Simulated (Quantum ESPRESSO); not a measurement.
Si3AlC3N, convergence and cost over cutoff and k mesh

A calculation, not a measurement. The program is pw.x of Quantum ESPRESSO 7.5 (plane-wave density functional theory). The cell is made up: 8 atoms on a wurtzite lattice, with randomly drawn elements, strain and displacements, not relaxed. PseudoDojo standard norm-conserving files (v0.5 for PBE, v0.4.1 for LDA and PBEsol) set the functional; there is no spin polarisation, spin-orbit coupling or dispersion term, and the masses in the input are unused placeholders.

Input of the run in row 4:

```
&control calculation='scf', pseudo_dir='./dojo.nc.sr.pbe.v0_5.standard.upf', outdir='./o', disk_io='medium', tprnfor=.true., tstress=.true. /
&system ibrav=0, nat=8, ntyp=4, nbnd=22, ecutwfc=84.00895049, nosym=.true., tot_charge=0,
 occupations='smearing', smearing='fd', degauss=0.0018374661
/
&electrons conv_thr=7.350e-09, electron_maxstep=60, /
ATOMIC_SPECIES
Al 1.0 Al.upf
C 1.0 C.upf
N 1.0 N.upf
Si 1.0 Si.upf
CELL_PARAMETERS angstrom
3.1551 0.0 0.0
0.0 5.4649 0.0
0.0 0.0 5.1524
ATOMIC_POSITIONS angstrom
Si 0.1033 -0.0235 0.054
Si 1.6704 2.7671 0.0633
Al 1.7493 0.9855 2.4969
Si -0.1001 3.6217 2.5366
C 0.0456 0.1472 1.8739
C 1.6822 2.75 1.9715
N 1.5254 0.86 4.6152
C 0.0037 3.6741 4.5746
K_POINTS automatic
6 4 4 1 1 1
```

The same cell was run at these settings. Meshes are shifted by half a step, and differences are from the last row, which is itself not exact.

```
cutoff (eV)     k mesh  k points solved  threshold (eV)  free energy less the last row's (eV)  pressure (GPa)  largest stress difference (GPa)  largest force difference (eV/Å)  iterations  wall time (s)  k-point pools              processor
        800  2 x 2 x 2                4           1e-04                                -0.738           -5.97                             8.48                            0.391           8             14              1  AMD EPYC, Zen 5 class
       1143  2 x 2 x 2                4           1e-07                                -0.979           -3.39                             5.89                            0.391          13             34              1  AMD EPYC, Zen 5 class
        694  6 x 4 x 4               48           1e-07                                 0.745           -8.77                             6.08                            0.021          12             96              1  AMD EPYC, Zen 5 class
       1143  6 x 4 x 4               48           1e-07                                -0.002           -2.75                             0.07                            0.004          12            214              1  AMD EPYC, Zen 5 class
       1437  8 x 6 x 6              144           1e-07                                 0.000           -2.73                             0.00                            0.000          12            613              1  AMD EPYC, Zen 5 class
```

Each pool is one process. Wall times include start-up and a band step at six k points, which weighs most on the coarsest meshes. The runs were on shared virtual cores whose load varied, so times are rough.